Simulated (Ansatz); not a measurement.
TiC (rock salt, space group No. 225) under volume change, plane-wave PAW r²SCAN (Ansatz code), scaled uniformly.

```csv
V (Å³/atom),E − E(relaxed) (meV/atom),P (GPa)
9.221,78.4,29.78
9.525,33.0,18.33
9.829,7.8,8.47
10.133,0.0,-0.01
10.437,7.1,-7.31
10.741,27.1,-13.61
11.045,58.2,-19.03
```

Question: What does a third-order Birch–Murnaghan fit give for V₀, B₀ and B′?

Answer: V₀ = 10.13 Å³/atom, B₀ = 262 GPa, B′ = 4.0.

Space group Fm-3m (rock salt). The cell was relaxed with r²SCAN under the symmetry of its start. No spin polarisation was allowed.

Potentials: the later of the program's two PAW sets.
